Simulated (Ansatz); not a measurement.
GaSb:
```
GaSb
1.0
   -1.60530     2.54701     2.84735
    1.60530    -2.54701     2.84735
    1.60530     2.54701    -2.84735
Ga Sb
1 1
Direct
  0.00000   0.00000   0.00000
  0.50000   0.50000   0.00000
```

Relaxed with r²SCAN.

Q: Map the valence electron density (e/Å³), cut off at 2 on the plane through (0.000, 0.000, 0.000) spanned by u = [1, 0, 1] and v = [0, 1, 1] in lattice vectors, from r²SCAN (plane waves, PAW; program Ansatz).

A: x is the fraction of u, y of v (the angle between them is 90°; rows are the nearest grid lines); atoms in the plane: Ga at (0.00, 0.00), Sb at (0.50, 0.50).
```
y \ x   0.000  0.0800  0.200  0.280  0.360  0.440  0.560  0.640  0.720  0.800  0.920   1.00
------  -----  ------  -----  -----  -----  -----  -----  -----  -----  -----  -----  -----
1.00     2.00    2.00  0.315  0.167  0.164  0.196  0.196  0.164  0.167  0.315   2.00   2.00
0.938    2.00    2.00  0.302  0.172  0.177  0.218  0.218  0.177  0.172  0.302   2.00   2.00
0.875    2.00    2.00  0.271  0.187  0.220  0.293  0.293  0.220  0.187  0.271   2.00   2.00
0.750   0.639   0.443  0.216  0.250  0.440  0.853  0.853  0.440  0.250  0.216  0.443  0.639
0.688   0.305   0.252  0.200  0.297  0.663   2.00   2.00  0.663  0.297  0.200  0.252  0.305
0.625   0.183   0.171  0.191  0.346   1.02   2.00   2.00   1.02  0.346  0.191  0.171  0.183
0.562   0.134   0.133  0.187  0.386   1.47   2.00   2.00   1.47  0.386  0.187  0.133  0.134
0.438   0.134   0.133  0.187  0.386   1.47   2.00   2.00   1.47  0.386  0.187  0.133  0.134
0.375   0.183   0.171  0.191  0.346   1.02   2.00   2.00   1.02  0.346  0.191  0.171  0.183
0.312   0.305   0.252  0.200  0.297  0.663   2.00   2.00  0.663  0.297  0.200  0.252  0.305
0.250   0.639   0.443  0.216  0.250  0.440  0.853  0.853  0.440  0.250  0.216  0.443  0.639
0.125    2.00    2.00  0.271  0.187  0.220  0.293  0.293  0.220  0.187  0.271   2.00   2.00
0.0625   2.00    2.00  0.302  0.172  0.177  0.218  0.218  0.177  0.172  0.302   2.00   2.00
0.000    2.00    2.00  0.315  0.167  0.164  0.196  0.196  0.164  0.167  0.315   2.00   2.00
```

The density is the valence pseudo-density with augmentation charge, so density and ELF within about 1 Å of a nucleus are not all-electron values.

Space group Immm. The first step of the workflow began from a Materials Project structure, measured or hypothetical; the Crystallography Open Database copy checked does not list it. It is not the phase usual at ambient conditions (space group No. 216). Symmetry was held in the r²SCAN relaxation; phonons show weakly imaginary modes. Spin–orbit coupling is left out wherever it is not named.

Potentials: the later of the program's two PAW sets.
